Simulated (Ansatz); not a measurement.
# A run on VN2 that went wrong

Someone meant to compute VN2 with PBE, plane waves and PAW in Ansatz and wrote this input.

```yaml
crystal:
  lattice:
    - [-2.15075, 2.15075, 2.49135]
    - [2.15075, -2.15075, 2.49135]
    - [2.15075, 2.15075, -2.49135]
  atoms:
    - { symbol: V, position: [0.25, 0.25, 0.0] }
    - { symbol: V, position: [0.75, 0.75, 0.0] }
    - { symbol: "N", position: [0.1151, 0.6151, 0.7302] }
    - { symbol: "N", position: [0.6151, 0.8849, 0.5] }
    - { symbol: "N", position: [0.8849, 0.3849, 0.2698] }
    - { symbol: "N", position: [0.3849, 0.1151, 0.5] }
basis:
  ecutwfc: 420
kpoints:
  mp_grid: { grid: [12, 12, 12] }
hamiltonian:
  xc: pbe
scf:
  occupations: { method: fixed }
output:
  forces: true
  stress: true
  eigenvalues: true
```

Command:

```bash
ansatz run input.yaml --threads 1 --pin off --max-ram 2560MiB --backend cpu --events-out ev --progress --plain --runs-dir out
```

The program printed (HF is the Harris–Foulkes energy, dr2 the density residual in eV):

```text
Pseudopotential: V, paw, valence charge 13, recommended cutoff 420 eV (normal)
Pseudopotential: N, paw, valence charge 5, recommended cutoff 420 eV (normal)
Crystal: 6 atoms, lattice volume = 46.097 Å³
Basis set: ecut = 420 eV, 873 PW (Γ), exchange–correlation on 54×54×54 points (8 copies of the dense FFT grid, shifted against one another)
Bands: 29, of which v1, the nominal top of the filled ones, is band 23 counted from 1 (22 counted from 0)
Symmetry: 16 space group operations
Space group: I4/mcm (ITA 140), of the structure as read, at distance tolerance 3.6e-5 Å
k-points: 163 of 1728
Initial density: superposition of atomic densities, corrected by the library's trained network
SCF iter   1: HF=-7362.697839 eV  Δρ=1.80e-2  dr2=6.13e-2
SCF iter   2: HF=-7362.678251 eV  Δρ=6.16e-3  dr2=4.62e-3
SCF iter   3: HF=-7362.680295 eV  Δρ=3.47e-3  dr2=5.36e-3
SCF iter   4: HF=-7362.680130 eV  Δρ=2.70e-3  dr2=3.11e-3
SCF iter   5: HF=-7362.679934 eV  Δρ=1.11e-3  dr2=5.05e-4
SCF iter   6: HF=-7362.679905 eV  Δρ=2.59e-4  dr2=2.82e-5
SCF iter   7: HF=-7362.679895 eV  Δρ=2.66e-5  dr2=2.47e-7
SCF iter   8: F=-7362.679895 eV  HF=-7362.679895 eV  Δρ=2.96e-6  dr2=1.73e-9
WARN: a fill by count may have filled part of one level: at k-index 65 the highest filled band, 17.335116 eV, and the lowest empty band, 17.335116 eV, stand 3.553e-15 eV apart, within the solve's uncertainty, 3.162e-4 eV. If they are one level, whatever splits it, however little, can move the result …
SCF 1 converged in 8 iterations: F = -7362.679895 eV  dr2 = 1.73e-9
SCF converged after 8 iterations
Free energy (F): -7362.679895 eV
E sigma→0 (E₀):  -7362.679895 eV
Fermi energy:    17.544668 eV
--- Forces (eV/Å), atoms counted from 1 ---
  atom   1  V      0.00000000    -0.00000000     0.00000000
  atom   2  V     -0.00000000     0.00000000     0.00000000
  atom   3  N     -0.32979350    -0.32979350     0.00000000
  atom   4  N      0.32979350    -0.32979350     0.00000000
  atom   5  N      0.32979350     0.32979350     0.00000000
  atom   6  N     -0.32979350     0.32979350     0.00000000
--- Stress (GPa, compression-positive) ---
       -0.700647       0.000000       0.000000
        0.000000      -0.700647      -0.000000
        0.000000      -0.000000      -1.821180
  P = ⅓ Tr σ = -1.0742 GPa (-10.742 kbar)
```

**Question.** The run converged, but its numbers aren't those of the intended crystal and state. Why?

**Answer.** The fault is fixed occupations on a metal. Bands cross the Fermi level, so no fixed count of filled bands holds at every k-point. The cure is a smearing.

Fix:

```diff
 scf:
-  occupations: { method: fixed }
+  occupations: { method: gaussian, width: 0.1 }
```

Result of the mended run: a pressure of -0.93 GPa, a largest force of 0.412 eV/Å, no gap. The faulty run's energy lay 3.55 meV per atom higher. The faulty run also carried warnings: band overlap at count; metallic iterate.

The mended run took 17 s on 1 thread of Intel(R) Xeon(R) Platinum 8259CL CPU @ 2.50GHz (Skylake/Cascade Lake), on a shared host, peak memory 0.48 GiB.